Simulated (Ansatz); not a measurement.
Total density of states per atom from PBE in the plane-wave PAW code Ansatz, in 0.25 eV bins, energy from the Fermi level:

```csv
E (eV),states/eV/atom
-7.50,0.00
-7.25,0.01
-7.00,0.04
-6.75,0.05
-6.50,0.06
-6.25,0.08
-6.00,0.10
-5.75,0.13
-5.50,0.35
-5.25,0.90
-5.00,1.19
-4.75,1.31
-4.50,1.68
-4.25,1.49
-4.00,1.43
-3.75,0.99
-3.50,1.03
-3.25,0.85
-3.00,1.06
-2.75,1.18
-2.50,1.15
-2.25,1.30
-2.00,1.63
-1.75,1.45
-1.50,1.16
-1.25,1.67
-1.00,1.56
-0.75,1.35
-0.50,1.38
-0.25,0.99
0.00,0.85
0.25,0.90
0.50,0.88
0.75,1.10
1.00,1.04
1.25,0.93
1.50,0.82
```

**Question.** Which of these materials gives this?
A) Ca, fcc (Cu type)
B) Tc, dhcp (α-La type)
C) Al2O3, corundum
D) W, bcc (W type)

**Answer.** B, Tc, dhcp (α-La type). Within 0.5 eV of the Fermi level: Tc 4d 90 %, Tc 5s 6 %. Projections are on Löwdin-orthogonalised atomic valence shells; empty p or d shells of many metals are not among them.

Space group P6_3/mmc (dhcp (α-La type)). The workflow started from a Materials Project entry (that database holds measured and hypothetical structures alike). Its sites differ from those of the usual phase in this space group: another stacking or structure type. The PBE relaxation kept the symmetry of its start; its stability against distortions is not shown here. The run is not spin-polarised. Spin–orbit coupling is left out wherever it is not named.

Potentials: the later of the program's two PAW sets.
